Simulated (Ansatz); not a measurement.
Levels of a HfC(1 0 0) slab: a plane-wave DFT calculation with Ansatz.

Miller indices refer to the conventional cell of Fm-3m (No. 225), a = 4.651 Å, b = 4.651 Å, c = 4.651 Å, α = 90.00°, β = 90.00°, γ = 90.00°.

The slab has 5 planes, was cut to end in HfC at the top (+c) and HfC at the bottom, and its atoms stand where a relaxation without spin-orbit coupling left them. Listed are levels within 1.2 eV of the Fermi level, the 22 nearest at most. Weights are Löwdin projections on the datasets' atomic orbitals, as shares of the full norm: they are low for levels that spill into the vacuum or into shells that a dataset lacks. Two planes next to each face count as outer, 4 of 5 in all, so a level spread evenly over the slab has a weight near 0.80.

```yaml
crystal:
  lattice:
    - [3.28910, 0.00000, 0.00000]
    - [0.00000, 3.28910, 0.00000]
    - [0.00000, 0.00000, 24.30299]
  atoms:
    - { symbol: Hf, position: [0.00000, 0.00000, 0.31205] }
    - { symbol: C, position: [0.50000, 0.50000, 0.30843] }
    - { symbol: Hf, position: [0.50000, 0.50000, 0.40514] }
    - { symbol: C, position: [0.00000, 0.00000, 0.40372] }
    - { symbol: Hf, position: [0.00000, 0.00000, 0.50000] }
    - { symbol: C, position: [0.50000, 0.50000, 0.50000] }
    - { symbol: Hf, position: [0.50000, 0.50000, 0.59486] }
    - { symbol: C, position: [0.00000, 0.00000, 0.59628] }
    - { symbol: Hf, position: [0.00000, 0.00000, 0.68795] }
    - { symbol: C, position: [0.50000, 0.50000, 0.69157] }
```

These are results of Ansatz 0.2.0, DFT PBE, scalar-relativistic, plane waves, PAW, not measurements.

Settings: cutoff 420 eV, Γ-centred mesh 11×11×1 on the computed 10-atom cell, Gaussian smearing of 0.10 eV; no spin polarisation. A dipole correction removes the field between periodic images along c.

Command
```bash
ansatz run input.yaml --threads 2 --pin off --max-ram 5632MiB --backend cpu --events-out ev --progress --plain --runs-dir out
```

2.1 min on 2 threads of Arm Neoverse V1, on a shared host, peak memory 1.1 GiB

At X no level lies in this window.

Levels at Γ (0.000, 0.000), in eV from the Fermi level, with weights (averaged over levels within 1.5 meV, which needn't be degenerate by symmetry):
```csv
level,levels within 1.5 meV,outer two planes of both faces
-1.020,1,1.00
-0.664,1,0.78
-0.222,2,0.86
-0.201,1,0.64
-0.186,2,0.30
0.045,2,0.96
0.686,2,0.90
0.713,1,1.00
1.156,2,0.88
```

Levels at M (0.500, 0.500), in eV from the Fermi level, with weights (averaged over levels within 1.5 meV, which needn't be degenerate by symmetry):
```
 level  levels within 1.5 meV  outer two planes of both faces
-1.113                      1                            0.98
-0.555                      2                            0.92
-0.293                      2                            0.92
-0.226                      1                            0.98
 0.479                      1                            0.76
```

Bands cross the Fermi level. With 5 planes the outer ones are most of the slab, so weights don't single out surface states. The work function of the top face is 4.16 eV. In a slab this thin the states of the two faces can couple and split. Spin-orbit coupling is left out, which matters for the bands of heavy elements.
